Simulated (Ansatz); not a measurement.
**Al: stationary points along a deformation path**

These are results of DFT LDA, scalar-relativistic, plane waves, PAW (Ansatz 0.2.0), not measurements. The runs took a 420 eV cutoff, a Γ-centred 22×22×22 mesh and Gaussian smearing (0.15 eV). No spin polarisation. Energies are free energies at this smearing, counted from the undisturbed cell; pressure is positive in compression.

Zero of the scan (as given, not relaxed at this level; it stands at -3.6 GPa):

```xyz
1
Lattice="0.0000 2.0240 2.0240 2.0240 0.0000 2.0240 2.0240 2.0240 0.0000" Properties=species:S:1:pos:R:3 pbc="T T T"
Al    0.0000    0.0000    0.0000
```

At fixed volume and fractional coordinates, lengths along (0.000, 0.000, 1.000) are scaled against those across it; ρ is that ratio over its starting value. V = 16.582 Å³/atom. Δσ is the stress along the axis less the mean stress across it (compression positive).

```
    ρ  ΔE (meV/atom)  Δσ (GPa) space group
0.650           86.5     -2.21       I4/mmm
0.707           93.1      0.00        Im-3m
0.780           80.4      4.40       I4/mmm
0.850           42.9      6.85       I4/mmm
0.920           12.7      4.12       I4/mmm
0.960            3.4      2.03       I4/mmm
1.000            0.0      0.00        Fm-3m
1.050            5.1     -2.42       I4/mmm
1.100           16.4     -4.65       I4/mmm
1.200           63.2    -10.97       I4/mmm
1.300          141.5    -17.46       I4/mmm
1.414          269.6    -26.87       I4/mmm
1.500          388.7    -31.55       I4/mmm
```

Question: How does the stress give the slope of the energy, and where is the energy stationary?

Answer: Along the path d ln(length) is 2/3 d ln ρ on the axis and −1/3 d ln ρ across it, so dE/d ln ρ = −(2/3) V Δσ: the energy falls with ρ where Δσ is positive. Δσ vanishes or changes sign at ρ = 0.707 (Im-3m), a maximum at 93.1 meV/atom; at ρ = 1.000 (Fm-3m), a minimum at 0.0 meV/atom. Pairs of stationary points between two samples would go unseen, and could change a minimum read from distant neighbours into a maximum. At ρ = 0.707, 1.000 the cell is cubic, where symmetry alone makes the stress isotropic and the slope zero.

Question: Which shear constant sets the curvature at ρ = 1?

Answer: For a cubic crystal E/V = (2/3) C (ln ρ)² with C = C′ = (C11 − C12)/2, so Δσ = −2C ln ρ. The parabola of Δσ against ln ρ through ρ = 0.960, 1 and 1.050 gives C ≈ 25 GPa with the ions clamped, rough because the steps are large. It is the stress–strain coefficient at this cell's pressure of -3.6 GPa, not the zero-pressure constant.

Question: Integrate that slope from ρ = 1 to 0.850 by the trapezoid rule.

Answer: With V/N in Å³ and 1 eV/Å³ = 160.2 GPa the slopes at ρ = 1.000, 0.960, 0.920, 0.850 are 0, -140, -284, -472 meV/atom per unit of ln ρ. The steps add 2.9 + 9.0 + 29.9 = 41.8 meV/atom, against 42.9 from the energies; the trapezoid rule misses the curvature of the slope within each step.

In a metal these slopes depend on the k mesh and the smearing.